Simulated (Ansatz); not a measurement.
Problem. Name crystals whose computed values (r²SCAN+D4 (plane waves, PAW; program Ansatz)) fall in these windows: highest Γ mode, no LO–TO term (cm⁻¹) 1400 to 1900; B₀ by P(V) fit (GPa) 26 to 32.

Solution. 

```json
[
 {"crystal": "C, P6/mmm (C on 2c)", "highest Γ mode, no LO–TO term (cm⁻¹)": "1596", "B₀ by P(V) fit (GPa)": "29.4"}
]
```
Others may fit too.

Not the usual ambient phase: C, P6/mmm (C on 2c). Unstable at this level: C, P6/mmm (C on 2c). The cell was relaxed under the symmetry of its start.

Potentials: the later of the program's two PAW sets.
